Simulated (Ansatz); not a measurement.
PbIF:
```yaml
crystal:
  lattice:
    - [4.21117, 0.00000, 0.00000]
    - [0.00000, 4.21117, 0.00000]
    - [0.00000, 0.00000, 9.09588]
  atoms:
    - { symbol: Pb, position: [0.00000, 0.50000, 0.84157] }
    - { symbol: Pb, position: [0.50000, 0.00000, 0.15843] }
    - { symbol: I, position: [0.50000, 0.00000, 0.66911] }
    - { symbol: I, position: [0.00000, 0.50000, 0.33089] }
    - { symbol: F, position: [0.00000, 0.00000, 0.00000] }
    - { symbol: F, position: [0.50000, 0.50000, 0.00000] }
```

r²SCAN+D4 in the plane-wave PAW code Ansatz gives a gap of 2.29 eV without spin–orbit coupling, maximum at Z, minimum at Z.

What happens when spin–orbit coupling is switched on?

The gap shrinks by 0.39 eV, to 1.90 eV; maximum at Z, minimum at Z.

Space group P4/nmm. The first step of the workflow began from a Materials Project structure, measured or hypothetical; the Crystallography Open Database files this formula in space group No. 129, but the cells were not matched. Whether it is the stable phase at ambient conditions was not checked. The cell was relaxed with r²SCAN+D4 under the symmetry of its start; its stability against distortions is not shown here.

Potentials: the later of the program's two PAW sets.
